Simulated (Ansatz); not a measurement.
Ansatz (an electronic-structure program) input:

Ansatz 0.2 input:
```yaml
crystal:
  lattice:
    - [11.4167132005, 0.0, 0.0]
    - [0.0, 3.9875783967, 0.0]
    - [0.0, 0.0, 11.1042639244]
  atoms:
    - { symbol: Bi, position: [0.4849350379, 0.25, 0.3257450478] }
    - { symbol: Bi, position: [0.0150649621, 0.75, 0.8257450478] }
    - { symbol: Bi, position: [0.9849350379, 0.25, 0.1742549522] }
    - { symbol: Bi, position: [0.5150649621, 0.75, 0.6742549522] }
    - { symbol: Bi, position: [0.3405688293, 0.75, 0.0327477487] }
    - { symbol: Bi, position: [0.1594311707, 0.25, 0.5327477487] }
    - { symbol: Bi, position: [0.8405688293, 0.75, 0.4672522513] }
    - { symbol: Bi, position: [0.6594311707, 0.25, 0.9672522513] }
    - { symbol: S, position: [0.2869090878, 0.25, 0.1925430907] }
    - { symbol: S, position: [0.2130909122, 0.75, 0.6925430907] }
    - { symbol: S, position: [0.7869090878, 0.25, 0.3074569093] }
    - { symbol: S, position: [0.7130909122, 0.75, 0.8074569093] }
    - { symbol: S, position: [0.5487962211, 0.75, 0.1284144424] }
    - { symbol: S, position: [0.9512037789, 0.25, 0.6284144424] }
    - { symbol: S, position: [0.0487962211, 0.75, 0.3715855576] }
    - { symbol: S, position: [0.4512037789, 0.25, 0.8715855576] }
    - { symbol: S, position: [0.3785445116, 0.75, 0.4428371684] }
    - { symbol: S, position: [0.1214554884, 0.25, 0.9428371684] }
    - { symbol: S, position: [0.8785445116, 0.75, 0.0571628316] }
    - { symbol: S, position: [0.6214554884, 0.25, 0.5571628316] }
kpoints:
  mp_grid: { grid: [3, 7, 3] }
hamiltonian:
  xc: r2scan
  dispersion: d4
  pseudopotentials: { kind: paw }
scf:
  occupations: { method: fixed }
checkpoint: { read: static.run }
output: { write_density: true, elf: true, volumetric_format: npy }
basis: { fft_grid_basis: typed }
```

Output (shortened):

```
Pseudopotential: Bi, paw, valence charge 15
Pseudopotential: S, paw, valence charge 6
Functional definition: r2SCAN
Crystal: 20 atoms, lattice volume = 505.522 Å³
Basis set: ecut = 500 eV, 12855 PW (Γ), exchange–correlation on 360×120×324 points (64 copies of the dense FFT grid, shifted against one another)
Bands: 116, of which v1, the nominal top of the filled ones, is band 96 counted from 1 (95 counted from 0)
Symmetry: 8 space group operations
Space group: Pnma (ITA 62), of the structure as read, at distance tolerance 8.0e-5 Å
k-points: 16 of 63
Stability of the state it starts from, as read at its close in the unpolarized treatment …
iter 1 solved again at ethr=2.45e-8 eV; its pass at ethr=3.10e-3 eV (dr2=4.71e-5 eV) is discarded
SCF iter   1: F=—  HF=-110169.671907 eV  |F-HF|=—  |Δ(HF+E_count)|=         —  Δρ=2.33e-7  dr2=2.17e-10  dr2_τ=5.18e-11  ethr=2.45e-8  ⟨swp⟩=4.3  Hψ=12116  notcnv=0  defer=288
preconditioner: auto → Resta (q_TF=auto, 2.322 Å⁻¹)
SCF iter   2: F=-110169.671907 eV  HF=-110169.671907 eV  |F-HF|=1.46e-11  |Δ(HF+E_count)|=   3.95e-8  Δρ=1.29e-7  dr2=7.85e-11  dr2_τ=3.67e-11  ethr=1.00e-12  ⟨swp⟩=12.4  Hψ=10783  notcnv=0
SCF 1 converged in 2 iterations: F = -110169.671907 eV  dr2 = 7.85e-11
SCF converged after 2 iterations
Free energy (F): -110169.671907 eV
Harris-Foulkes:  -110169.671907 eV  (|F-HF|=1.46e-11)
Internal energy: -110169.671907 eV  (E = F + TS)
E sigma→0 (E₀):  -110169.671907 eV
Fermi energy:    7.453092 eV
--- Per-component energies (eV) ---
  E_band       = -1045.793587
  E_kinetic    = 3674.956914
  E_local      = -14425.946774  (includes V_loc(G=0)·N_el)
  E_nonlocal   = 4852.630592
  E_hartree    = 4763.830068
  E_xc         = -2231.413241
  E_vxc        = -2387.135327  (∫ρ·V_xc dr)
  E_paw        = -92820.780620  (= ΣΔE_a)
  E_vpaw       = -2425.905424  (= ΣTr[D̂ρ^β])
  E_aug_tail   = -0.002143  (compensation charges beyond the density's cutoff)
  E_vtau       = 137.948560  (kinetic-family band-sum trace: ∫τ·v_τ [+ j·A + Jᵃ·Aᵃ] dr)
  E_ewald      = -13985.711568
  E_disp       = -2.922311  (pairwise vdW)
  E_core_change = 5.687177  (= ΣΔE_core)
  E_smearing   =  0.000000  (= −TS)
  E_closure    = 0.000000  (closes the sum)
  Σ components = -110169.671907   (vs F -110169.671907, Δ=0.00e0)
  [band-id]    e_kinetic+e_local+e_nonlocal+2·e_hartree+e_vxc+e_vpaw+e_augmentation_tail+e_vtau = -1045.793468   (vs E_band -1045.793587, Δ=1.19e-4)
--- Band table (eV; the first three rows and the last of 16) ---
  k-point 0: bands = ["-15.8955", "-15.8955", "-15.8903", "-15.8903", "-15.8833", "-15.8827", "-15.8793", "-15.8785", "-15.8671", "-15.8663", "-15.8655", "-15.8648", "-15.8642", "-15.8639", "-15.8625", "-15.8622", "-15.8575", "-15.8565", "-15.8535", …
  k-point 1: bands = ["-15.8948", "-15.8948", "-15.8913", "-15.8913", "-15.8830", "-15.8827", "-15.8790", "-15.8786", "-15.8671", "-15.8666", "-15.8652", "-15.8650", "-15.8648", "-15.8642", "-15.8616", "-15.8614", "-15.8573", "-15.8568", "-15.8533", …
  k-point 2: bands = ["-15.8884", "-15.8878", "-15.8859", "-15.8855", "-15.8816", "-15.8809", "-15.8729", "-15.8723", "-15.8695", "-15.8691", "-15.8673", "-15.8672", "-15.8667", "-15.8665", "-15.8630", "-15.8614", "-15.8613", "-15.8605", "-15.8514", …
  k-point 15: bands = ["-15.8975", "-15.8972", "-15.8963", "-15.8962", "-15.8903", "-15.8900", "-15.8889", "-15.8886", "-15.8619", "-15.8611", "-15.8576", "-15.8572", "-15.8516", "-15.8512", "-15.8505", "-15.8501", "-15.8467", "-15.8464", "-15.8458", …
```

Cost: very roughly 80 core-seconds on shared cores.

Symmetry was held in the r²SCAN+D4 relaxation. Scalar-relativistic: spin–orbit coupling is off unless named, which matters more the heavier the elements.

Potentials: the later of the program's two PAW sets.

Ansatz is a plane-wave DFT program.
